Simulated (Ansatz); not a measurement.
## Cd: eigenvalues along the path

```
Cd
1.0
     3.03730    0.00000    0.00000
    -1.51865    2.63038    0.00000
     0.00000    0.00000    5.72783
Cd
2
Direct
  0.33333 0.66667 0.25000
  0.66667 0.33333 0.75000
```

Atom numbers follow the list: Cd1, Cd2.

The cell is COD entry 9008490, as deposited and not checked against the literature; nothing was relaxed. The listed cell was then made from it by scaling, straining or moving an atom.

Theory: DFT, PBEsol, all-electron LAPW, scalar-relativistic (Ansatz 0.2.0).

Numerical set-up: a Γ-centred 14×14×7 k mesh, Fermi–Dirac smearing of 0.05 eV, basis error target 0.25 meV/atom, no spin polarisation.

Path points, in fractions of the reciprocal vectors: Γ (0.000, 0.000, 0.000), M (0.500, 0.000, 0.000), K (0.333, 0.333, 0.000), A (0.000, 0.000, 0.500), L (0.500, 0.000, 0.500), H (0.333, 0.333, 0.500). Levels in eV from the Fermi level; bands 9 to 22, counted from the lowest band of the run. The gap is zero.

```
# k(1/Å) point b9 b10 b11 b12 b13 b14 b15 b16 b17 b18 b19 b20 b21 b22
0.000 Γ -9.61 -9.37 -9.06 -9.06 -9.01 -9.01 -8.59 -8.59 -8.51 -8.37 -8.37 -3.08 -2.82 9.99
0.239 - -9.52 -9.30 -9.09 -9.04 -8.98 -8.93 -8.66 -8.62 -8.47 -8.36 -8.29 -2.93 -2.46 10.30
0.478 - -9.45 -9.24 -9.13 -8.95 -8.87 -8.75 -8.72 -8.68 -8.67 -8.37 -7.54 -2.44 -1.49 7.41
0.717 - -9.57 -9.38 -9.15 -8.94 -8.83 -8.76 -8.70 -8.47 -8.44 -8.38 -6.22 -1.49 -0.07 3.95
0.955 - -9.70 -9.51 -9.35 -8.95 -8.82 -8.79 -8.48 -8.39 -8.22 -8.20 -4.37 -0.08 0.92 1.63
1.194 M -9.75 -9.56 -9.42 -9.00 -8.84 -8.74 -8.40 -8.40 -8.13 -8.11 -2.22 -1.86 1.82 2.82
1.332 - -9.71 -9.52 -9.41 -8.99 -8.85 -8.74 -8.42 -8.41 -8.16 -8.15 -2.10 -1.78 1.92 2.87
1.470 - -9.59 -9.40 -9.38 -8.98 -8.89 -8.74 -8.49 -8.46 -8.25 -8.25 -1.77 -1.56 2.22 3.03
1.608 - -9.41 -9.35 -9.22 -8.97 -8.95 -8.75 -8.62 -8.52 -8.38 -8.33 -1.26 -1.21 2.72 3.12
1.746 - -9.32 -9.20 -9.05 -8.98 -8.97 -8.79 -8.77 -8.57 -8.49 -8.40 -0.71 -0.59 1.76 3.40
1.884 K -9.31 -9.01 -9.01 -8.98 -8.98 -8.93 -8.76 -8.59 -8.48 -8.48 -0.07 -0.07 0.41 4.14
2.160 - -9.30 -9.22 -9.17 -9.02 -8.88 -8.83 -8.67 -8.65 -8.54 -8.26 -2.90 1.40 1.74 2.28
2.436 - -9.30 -9.26 -9.18 -8.98 -8.98 -8.86 -8.74 -8.60 -8.46 -8.29 -5.35 -0.82 0.73 4.28
2.711 - -9.31 -9.26 -9.10 -9.05 -8.91 -8.84 -8.73 -8.62 -8.61 -8.40 -7.16 -2.20 -1.09 7.45
2.987 - -9.50 -9.29 -9.10 -9.05 -8.94 -8.92 -8.67 -8.65 -8.49 -8.37 -8.21 -2.88 -2.35 10.40
3.263 Γ -9.61 -9.37 -9.06 -9.06 -9.01 -9.01 -8.59 -8.59 -8.51 -8.37 -8.37 -3.08 -2.82 9.99
3.373 - -9.60 -9.38 -9.06 -9.06 -9.02 -9.02 -8.58 -8.58 -8.45 -8.37 -8.37 -3.99 -1.82 9.36
3.482 - -9.59 -9.40 -9.06 -9.06 -9.02 -9.02 -8.56 -8.56 -8.38 -8.38 -8.28 -4.92 -0.61 8.04
3.592 - -9.56 -9.42 -9.06 -9.06 -9.03 -9.03 -8.53 -8.53 -8.40 -8.40 -8.00 -5.75 0.69 6.54
3.702 - -9.53 -9.46 -9.06 -9.06 -9.04 -9.04 -8.50 -8.50 -8.43 -8.43 -7.60 -6.47 2.07 5.01
3.812 A -9.49 -9.49 -9.05 -9.05 -9.05 -9.05 -8.46 -8.46 -8.46 -8.46 -7.09 -7.09 3.51 3.51
4.050 - -9.41 -9.41 -9.08 -9.08 -8.97 -8.97 -8.58 -8.58 -8.47 -8.47 -6.83 -6.83 3.74 3.74
4.289 - -9.35 -9.35 -9.10 -9.10 -8.77 -8.77 -8.73 -8.73 -8.50 -8.50 -6.09 -6.09 4.41 4.41
4.528 - -9.47 -9.47 -9.20 -9.20 -8.60 -8.60 -8.60 -8.60 -8.43 -8.43 -4.86 -4.86 4.89 4.89
4.767 - -9.60 -9.60 -9.33 -9.33 -8.61 -8.61 -8.43 -8.43 -8.21 -8.21 -3.13 -3.13 2.06 2.06
5.006 L -9.65 -9.65 -9.38 -9.38 -8.62 -8.62 -8.37 -8.37 -8.12 -8.12 -1.42 -1.42 -0.09 -0.09
5.144 - -9.60 -9.60 -9.37 -9.37 -8.65 -8.65 -8.37 -8.37 -8.16 -8.16 -1.30 -1.30 -0.03 -0.03
5.282 - -9.48 -9.48 -9.33 -9.33 -8.73 -8.73 -8.37 -8.37 -8.29 -8.29 -0.93 -0.93 0.13 0.13
5.420 - -9.31 -9.31 -9.28 -9.28 -8.82 -8.82 -8.47 -8.47 -8.36 -8.36 -0.37 -0.37 0.42 0.42
5.558 - -9.23 -9.23 -9.11 -9.11 -8.90 -8.90 -8.65 -8.65 -8.37 -8.37 0.33 0.33 0.86 0.86
5.695 H -9.20 -9.20 -9.04 -9.04 -8.86 -8.86 -8.78 -8.78 -8.38 -8.38 1.01 1.01 1.27 1.27
5.971 - -9.27 -9.27 -9.12 -9.12 -8.87 -8.87 -8.69 -8.69 -8.30 -8.30 -1.66 -1.66 2.97 2.97
6.247 - -9.29 -9.29 -9.16 -9.16 -8.87 -8.87 -8.68 -8.68 -8.30 -8.30 -4.05 -4.05 5.45 5.45
6.523 - -9.24 -9.24 -9.17 -9.17 -8.88 -8.88 -8.64 -8.64 -8.48 -8.48 -5.75 -5.75 4.70 4.70
6.799 - -9.38 -9.38 -9.10 -9.10 -8.94 -8.94 -8.61 -8.61 -8.48 -8.48 -6.74 -6.74 3.82 3.82
7.075 A -9.49 -9.49 -9.05 -9.05 -9.05 -9.05 -8.46 -8.46 -8.46 -8.46 -7.09 -7.09 3.51 3.51
```
